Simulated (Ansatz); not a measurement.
Ga₂Pt under pressure

Level of theory: Ansatz, DFT LDA, scalar-relativistic, plane waves, PAW. Cutoff 420 eV, 12×12×12 k-points (Γ-centred), Fermi-Dirac smearing of 0.15 eV. No spin polarisation. Phonons by linear response, acoustic sum rule imposed.

Equilibrium structure at this level:
```yaml
crystal:
  lattice:
    - [0.00000, 2.93569, 2.93569]
    - [2.93569, 0.00000, 2.93569]
    - [2.93569, 2.93569, 0.00000]
  atoms:
    - { symbol: Ga, position: [0.25000, 0.25000, 0.25000] }
    - { symbol: Ga, position: [0.75000, 0.75000, 0.75000] }
    - { symbol: Pt, position: [0.00000, 0.00000, 0.00000] }
```

In a metal, frequencies and elastic constants depend on the k mesh and the smearing, soft modes and shear constants most. Spin–orbit coupling is left out, which matters for heavy elements.

Q: The cell is relaxed again at 2 and 6 GPa. How do volume, gap and optical modes at Γ (cm⁻¹, counted from the lowest optical one; a degenerate one stands once) change?

A:
```
          0 GPa  2 GPa  6 GPa
    V/V0  1.000  0.986  0.962
gap (eV)   0.00   0.00   0.00
  mode 1    171    177    189
  mode 4    174    179    189
```